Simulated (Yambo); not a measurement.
Quantum ESPRESSO input (PBEsol, PseudoDojo standard norm-conserving files, scalar-relativistic) whose wavefunctions are converted with p2y:

```
&CONTROL
  calculation = 'nscf'
  pseudo_dir = './pseudo'
  outdir = './out'
/
&SYSTEM
  ibrav = 0
  nat = 8
  ntyp = 2
  ecutwfc = 66.0
  ecutrho = 264.0
  occupations = 'fixed'
  force_symmorphic = .true.
  nbnd = 310
/
&ELECTRONS
  conv_thr = 8e-09
  diago_full_acc = .true.
  diago_thr_init = 1e-08
/
ATOMIC_SPECIES
Br 79.9040 Br.upf
Bi 208.9804 Bi.upf
CELL_PARAMETERS angstrom
  3.579696369000  -6.186591905000   0.007772987000
  3.579696369000   6.186591905000   0.007772987000
 -2.408481870000   0.000000000000   6.420923533000
ATOMIC_POSITIONS crystal
Br   0.414372279200   0.075327681300   0.743247483200
Br   0.585627720800   0.924672318700   0.256752516800
Br   0.924672318700   0.585627720800   0.256752516800
Br   0.075327681300   0.414372279200   0.743247483200
Br   0.754886724800   0.754886724800   0.737976074900
Br   0.245113275200   0.245113275200   0.262023925100
Bi   0.833436312400   0.166563687600   0.000000000000
Bi   0.166563687600   0.833436312400   0.000000000000
K_POINTS automatic
1 1 1 0 0 0
```

Yambo's initialisation report on symmetry, reciprocal space, the k grid and the gaps on this mesh:

```
  [02.02] Symmetries
  ==================

  Inversion symmetry    : yes
  Spatial inversion     : yes
  Inversion index       :  3
  K-space Time-reversal : no
  Magnetic symmetries   : no
  Group table correct   : yes
  Symmetries units      :  [cc]

  [02.03] Reciprocal space
  ========================

  nG shells         :   33928
  nG charge         :  139079
  nG WFs            :  17381
  nC WFs            :  17381
  G-vecs. in first 80 shells:  [ Number ]
    1   3   5   9  13  17  21  23  27
    29   33   37   39   41   45   49   51   55
    59   63   67   69   73   77   81   85   89
    93   97  101  105  109  113  117  119  123
   125  129  133  137  139  143  147  151  155
   159  161  165  169  173  177  181  185  189
   193  197  199  203  207  209  213  217  221
   225  229  233  237  239  243  247  251  255
   259  263  265  269  273  277  281  283
  ...
  Shell energy in first 80 shells:  [ mHa ]
     0.0000  133.8542  144.4206  158.9179  203.2345  278.2747  382.3097  446.0301  447.7591
   491.2512  492.0756  515.2593  535.4167  577.6823  590.4506  635.6718  668.5173  671.1509
    679.837      711.536      804.100      804.181      812.938      873.410      948.601      1006.66      1023.71
    1025.44      1068.93      1069.76      1094.99      1113.10      1139.61      1141.42      1158.71      1162.25
    1204.69      1246.20      1248.83      1295.50      1299.79      1303.13      1349.11      1381.78      1381.86
    1383.83      1384.82      1428.45      1430.26      1433.64      1529.24      1540.27      1543.89      1632.22
    1736.40      1739.93      1740.71      1745.82      1782.37      1784.12      1791.04      1829.11      1832.73
    1835.20      1873.18      1885.13      1891.96      1916.62      1921.06      1928.54      1936.28      1942.43
    1961.52      1962.50      1965.00      1968.30      2006.13      2007.94      2061.04      2095.24
  ...

  [02.04] K-grid lattice
  ======================

  Compatible Grid is   : 0D
  K lattice UC volume  :  0.129141 [a.u.]

  IBZ K-points                                      :  1
  BZ  K-points                                      :  1

  K/Q-points units:
  rlu = crystal or reduced units; cc = cartesian coordinates; iku = interal k-units

  K [1]          [rlu]:  0.000000  0.000000  0.000000
         WF components:  17381

  [02.05] Energies & Occupations
  ==============================

  [X] === General ===
  [X] Electronic Temperature                        :  0.000000  0.000000 [eV K]
  [X] Bosonic    Temperature                        :  0.000000  0.000000 [eV K]
  [X] Finite Temperature mode                       : no
  [X] El. density                                   :  0.25296E+24 [cm-3]
  [X] Fermi Level                                   :  2.440067 [eV]

  [X] === Gaps and Widths ===
  [X] Conduction Band Min                           :  2.994206 [eV]
  [X] Valence Band Max                              :  0.000000 [eV]
  [X] Filled Bands                                  :   36
  [X] Empty Bands                                   :   37  310
  [X] Direct Gap                                    :  2.994206 [eV]
  [X] Direct Gap localized at k                     :  1
```
The gaps are PBEsol values on this mesh alone; only operations without fractional translations are kept.

Spin-orbit coupling is not included.

Geometry relaxed with PBE+D3(BJ).
